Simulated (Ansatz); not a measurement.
A scan (energy against volume; even scaling of the relaxed cell, symmetry kept) gave these values. Method: PBEsol (plane waves to 420 eV, PAW, scalar-relativistic; Ansatz, a first-principles code).

The bulk modulus at fixed cell shape B₀ (third-order Birch-Murnaghan fit) comes out as 124 GPa and the pressure derivative B₀′ (fit) is 4.8. The equilibrium volume of the fit comes out as 17.83 Å³/atom.

### Question
Of these crystals, all scanned alike, which one is it?
(A) CrCuO₂ (delafossite type, space group R-3m)
(B) WC (WC type, space group P-6m2)
(C) SnP₃ (space group R-3m)
(D) TiHg (space group P4/mmm)

### Answer
D, TiHg (space group P4/mmm). The others have, for the bulk modulus at fixed cell shape: WC 409 GPa, SnP3 54.1 GPa, CrCuO2 190 GPa

All were relaxed with their symmetry unable to fall. CrCuO2 is run spin-polarised and with no Hubbard U. Relaxed CrCuO2 ends ferromagnetic. Spin-orbit coupling is left out. TiHg is run without spin polarisation. WC is run without spin polarisation. Other magnetic orders were not checked, so this need not be the ground state. (This holds for the magnetic or f-shell members.) With the shape held, the modulus is that of even scaling; a crystal free to change shape is softer.

(Under strain, the slope of the energy per volume gives the stress and its curvature an elastic modulus.)
